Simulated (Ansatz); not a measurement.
Work and stress of cleavage in Bi₂Te₃

All numbers below come from DFT PBEsol, scalar-relativistic, plane waves, PAW (Ansatz). The runs took a 420 eV cutoff, a Γ-centred 9×9×2 mesh and Gaussian smearing (0.03 eV). Spin–orbit coupling is left out, which can shift energies with elements as heavy as these. No spin polarisation. Energies are free energies at this smearing, counted from the undisturbed cell; pressure is positive in compression.

Zero of the scan (relaxed at this level):

```xyz
15
Lattice="-4.3808 0.0000 0.0000 -2.1904 -3.7939 0.0000 0.0000 0.0000 30.3233" Properties=species:S:1:pos:R:3 pbc="T T T"
Bi   -4.3808   -2.5293   17.1784
Bi    0.0000    0.0000    7.0706
Bi   -2.1904   -1.2646   27.2862
Bi   -4.3808   -2.5293   23.2537
Bi    0.0000    0.0000   13.1459
Bi   -2.1904   -1.2646    3.0381
Te   -4.3808   -2.5293    5.0544
Te    0.0000    0.0000   25.2699
Te   -2.1904   -1.2646   15.1622
Te   -4.3808   -2.5293   11.4225
Te    0.0000    0.0000    1.3147
Te   -2.1904   -1.2646   21.5302
Te   -4.3808   -2.5293   29.0096
Te    0.0000    0.0000   18.9018
Te   -2.1904   -1.2646    8.7941
```

The cut lies on the cell's a–b face, a (0 0 1) plane (indices in the standard cell, whose axes needn't be the Cartesian ones shown) of area 16.62 Å², between layers 2.63 Å apart. Vector c is lengthened by d along the normal with the atoms' Cartesian places fixed: one unrelaxed cut a cell. The traction is positive where the two halves pull on each other.

| d (Å) | energy (J/m²) | traction (GPa) |
| --- | --- | --- |
| -0.30 | 0.033 | -2.57 |
| 0.00 | 0.000 | 0.03 |
| 0.25 | 0.013 | 0.91 |
| 0.50 | 0.040 | 1.18 |
| 1.00 | 0.097 | 1.00 |
| 2.00 | 0.159 | 0.29 |
| 3.00 | 0.172 | 0.05 |
| 6.00 | 0.176 | 0.00 |

Task: What are the work of separation and the cleavage stress, and do they fit the universal binding curve?

Result: The energy levels off near W ≈ 0.176 J/m² (the traction is down to 0.00 GPa), the energy of the two unrelaxed faces, 0.088 J/m² each on average. The largest sampled traction is 1.18 GPa at d = 0.50 Å, and a parabola through it and its two neighbours peaks at σ_max ≈ 1.23 GPa, d ≈ 0.66 Å. The curve E = W[1 − (1 + d/ℓ)exp(−d/ℓ)] peaks in traction at d = ℓ with σ_max = W/(eℓ); with 1 J/m² per Å = 10 GPa this W and σ_max give ℓ = 0.53 Å. A parabola through that curve at the same three d peaks at 0.61 Å, against 0.66 Å here, a fair fit. Real crystals break at far lower stress, because cracks concentrate it, and on the plane of lowest W, which needn't be this one.

The cut is rigid; relaxing the faces lowers these energies and usually the stresses.

Cost: 8 runs of about 16 core-minutes in all, on Arm Neoverse V2 (shared hosts).